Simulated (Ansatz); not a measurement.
ZnAu:
```cif
data_AuZn
_chemical_formula_sum 'Au1 Zn1'
_space_group_name_H-M_alt 'Pm-3m'
_space_group_IT_number 221
_space_group_name_Hall '-P 4 2 3'
_cell_length_a 3.14880
_cell_length_b 3.14880
_cell_length_c 3.14880
_cell_angle_alpha 90.000
_cell_angle_beta 90.000
_cell_angle_gamma 90.000
loop_
_atom_site_label
_atom_site_type_symbol
_atom_site_symmetry_multiplicity
_atom_site_Wyckoff_symbol
_atom_site_fract_x
_atom_site_fract_y
_atom_site_fract_z
_atom_site_occupancy
Au1 Au 1 a 0.00000 0.00000 0.00000 1
Zn1 Zn 1 b 0.50000 0.50000 0.50000 1
```

Relaxed with r²SCAN.

**Question.** Tabulate the valence density and the electron localisation function along the shortest Au–Zn contact (2.73 Å), r²SCAN in the plane-wave PAW code Ansatz.

**Answer.** 

```tsv
distance from Au (Å)	density (e/Å³)	ELF
0.27	11.98	0.69
0.41	9.24	0.61
0.55	6.51	0.57
0.68	4.10	0.52
0.82	2.15	0.45
0.95	0.99	0.37
1.09	0.58	0.31
1.23	0.38	0.29
1.36	0.29	0.28
1.50	0.26	0.23
1.64	0.28	0.18
1.77	0.39	0.17
1.91	0.64	0.17
2.05	1.22	0.12
2.18	2.95	0.04
2.32	8.29	0.01
2.45	20.66	0.00
```

The density is the valence pseudo-density with augmentation charge, so density and ELF within about 1 Å of a nucleus are not all-electron values.

The cell was relaxed with r²SCAN under the symmetry of its start. Spin–orbit coupling is left out wherever it is not named.

Potentials: the later of the program's two PAW sets.
